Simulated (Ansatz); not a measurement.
## HfSiO4 (I4_1/amd): gap against strain (epitaxial in the xy plane)

A 12-atom cell of HfSiO4 (I4_1/amd) from a materials database, relaxed with r2SCAN in the plane-wave code Ansatz, then strained (epitaxial in the xy plane; changes of length per length, axes as in the cell below) with the atoms relaxed again within the symmetry that is left. Space group I4_1/amd (No. 141), tetragonal; conventional cell a = 6.582 Å, c = 5.972 Å, 10.78 Å³ an atom. Around Hf lie 8 O at 2.12–2.26 Å; around Si lie 4 O at 1.62 Å; around O lie 1 Si at 1.62 Å and 2 Hf at 2.12–2.26 Å. The values are computed, spin-unpolarised, and not measurements.

```
Hf Si O
1.0
    -3.29082    3.29082    2.98577
     3.29082   -3.29082    2.98577
     3.29082    3.29082   -2.98577
Hf Si O
2 2 8
Direct
  0.00000 0.00000 0.00000
  0.75000 0.25000 0.50000
  0.25000 0.75000 0.50000
  0.50000 0.50000 0.00000
  0.13525 0.31988 0.81537
  0.06988 0.75451 0.68463
  0.06988 0.38525 0.31537
  0.50451 0.31988 0.18463
  0.68012 0.49549 0.81537
  0.61475 0.93012 0.68463
  0.24549 0.93012 0.31537
  0.68012 0.86475 0.18463
```

Gaps are the least over each mesh (PBE 6×6×6, r2SCAN 6×6×6, HSE06 4×4×4 when unstrained) and the special points, which keep their unstrained names; stress is the change from the unstrained cell, compression positive.

```
strain (%)  free normal strain (%)  gap, PBE (eV)  gap, r2SCAN (eV)  gap, HSE06 (eV)                        edges, HSE06  in-plane stress, r2SCAN (GPa)  energy rise, r2SCAN (meV/atom)
      -3.0                   +2.17          5.595             6.195            7.402                      Γ → Γ–X (0.84)                         +14.39                            27.8
      -2.0                   +1.38          5.555             6.147            7.366                      Γ → Γ–X (0.89)                          +9.20                            12.0
      -1.0                   +0.66          5.506             6.089            7.320                      Γ → Γ–X (0.92)                          +4.40                             2.9
       0.0                    0.00          5.428             5.997            7.244    Γ–Z (0.11) → (0.188, 0.302, 1/4)                           0.00                             0.0
      +1.0                   -0.59          5.342             5.903            7.157    Γ–Z (0.18) → (0.188, 1/3, 0.240)                          -3.98                             2.7
      +2.0                   -1.14          5.252             5.806            7.065  Γ–Z (0.25) → (0.219, 0.219, 0.198)                          -7.51                            10.5
      +3.0                   -1.65          5.162             5.707            6.973  Γ–Z (0.30) → (0.198, 0.208, 0.198)                         -10.57                            22.8
```

Between zero and the nearest strains the slope of the HSE06 gap against strain is -0.076 eV per percent for negative and -0.087 for positive strain.

The runs are scalar-relativistic, without spin-orbit coupling.

Where an edge lies off the special points, it is a point of the mesh or the k point where a search put PBE's edge or least direct gap, reused for the other functionals, whose own edges may lie a little apart.

Coordinates of k points refer to the reciprocal vectors of the primitive cell of the runs.

The meshes of the hybrids are coarse, so their gaps aren't converged to the digits shown.
